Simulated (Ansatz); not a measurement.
Input:

PtPb (NiAs type)

```cif
data_Pb2Pt2
_chemical_formula_sum 'Pt2 Pb2'
_space_group_name_H-M_alt 'P63/mmc'
_space_group_IT_number 194
_space_group_name_Hall '-P 6c 2c'
_cell_length_a 4.32118
_cell_length_b 4.32118
_cell_length_c 5.52027
_cell_angle_alpha 90.000
_cell_angle_beta 90.000
_cell_angle_gamma 120.000
loop_
_atom_site_label
_atom_site_type_symbol
_atom_site_symmetry_multiplicity
_atom_site_Wyckoff_symbol
_atom_site_fract_x
_atom_site_fract_y
_atom_site_fract_z
_atom_site_occupancy
Pt1 Pt 2 a 0.00000 0.00000 0.00000 1
Pb1 Pb 2 c 0.33333 0.66667 0.25000 1
```

This relaxed cell (volume V₀) is scaled evenly in all directions, its shape held. Symmetry pins the atoms to their sites.

All values below come from r2SCAN (plane waves to 500 eV, PAW, scalar-relativistic; Ansatz, a first-principles code). k mesh 12×12×9 (Γ-centred), Fermi-Dirac smearing 0.05 eV. The energy includes the smearing's −TS. Compression counts positive. With the shape held, the modulus is that of even scaling; a crystal free to change shape is softer. PtPb is run without spin polarisation. PtPb was relaxed with its symmetry unable to fall. Spin-orbit coupling is left out, though Pb and Pt are heavy. The zero of ΔE is the relaxed starting cell.

The scan covers V/V₀ from 0.940 to 1.060 in 13 points.

### Question
What is ΔE at V/V₀ = 1.060?

### Answer
24 meV/atom.

### Question
What pressure does the cell carry at V/V₀ = 0.940?

### Answer
8.0 GPa.

### Question
What is ΔE at V/V₀ = 0.940?

### Answer
31 meV/atom.

(A scan under strain: stresses follow from slopes of the energy per volume, elastic moduli from its curvatures.)
